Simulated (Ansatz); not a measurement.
## As: energy along a strain

As, Pm-3m, a = 2.704 Å (as given, not relaxed at this level: -2.7 GPa). This isn't the element's structure at ambient conditions. Ansatz: LDA, PAW, 420 eV, Γ-centred 18×18×18 mesh on 1 atom, Gaussian smearing 0.15 eV; no spin polarisation. Cell vectors (Å): 2.704 0.000 0.000; 0.000 2.704 0.000; 0.000 0.000 2.704. The cell is strained by x per cent times the pattern (0 0 0 1 0 0) in the order xx yy zz yz xz xy (engineering shears), with fractional coordinates held. y is the free energy over the start, V0 = 19.764 Å³/atom. Symmetry makes y even in x. Points with a strain past 8.5 % were computed too (4) and aren't used here.

| x (%) | y (meV/atom) |
| --- | --- |
| -7.50 | 8.63 |
| 0.00 | 0.00 |
| 1.87 | 0.56 |
| 3.75 | 2.20 |
| 5.62 | ? |

Problem. Fit y = c2 x² + c4 x⁴ to the other rows, get the stiffness along the pattern, and predict the missing energy.

Solution. Least squares on the rows shown. y = 0.1577 x² − 7.661×10⁻⁵ x⁴. The clamped-ion stiffness p·C·p = 2 × 1.577 eV × 160.2 / 19.764 Å³ = 26 GPa, which is C44 in these axes (second derivative at the start, which stands under stress). At x = 5.62 the fit asked for gives 4.90 meV/atom. The run gave 4.87 meV/atom, so the fit is 0.03 meV/atom too high, a small miss on the scale of the series.